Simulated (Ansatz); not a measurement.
## Notes on RbLuO₂

```
Rb Lu O
1.0
     3.43460    0.00000    0.00000
    -1.71730    2.97445    0.00000
     0.00000   -1.98297    6.44829
Rb Lu O
1 1 2
Cartesian
  0.0000 0.0000 0.0000
  1.7173 -0.9915 3.2241
  0.0000 0.0000 4.3139
  1.7173 0.9915 2.1344
```

Level: LDA, no spin polarisation; 420 eV; 9×9×9 Γ-centred mesh; fermi-dirac occupations (width 0.1 eV); Ansatz 0.2.0, fixed geometry.

What do density and ELF say about some of the short contacts?

Lu–O at 2.26 Å: least valence density 0.45 e/Å³ and ELF 0.15 there. Rb–O at 2.91 Å: least valence density 0.12 e/Å³ and ELF 0.06 there, a closed-shell (ionic or weak) contact. Rb–Rb at 3.43 Å: least valence density 0.05 e/Å³ and ELF 0.02 there, a closed-shell (ionic or weak) contact. Both are smooth PAW fields, read partly inside the augmentation spheres.

Give the Bader charges.

Bader charges in e: Rb +0.77, Lu +2.04, O -1.40. In the mean Lu gives up most and O takes most.

What does the stress say?

The pressure is -6.1 GPa (compression positive), so with the atoms held at these fractions the cell would first shrink. The principal stresses -7.0, -7.0, -4.3 GPa differ, so its shape would change too.

What is the formation energy?

-3.00 eV an atom against the elements' usual phases (free molecules for gases, crystals otherwise, with no correction for O₂ or N₂), so it is bound against them; other compounds may still compete. Relaxing would lower it.

Metal or insulator? Give the gap.

The gap is 3.08 eV, direct at the points sampled.

Origin: a database entry at a rescaled volume.
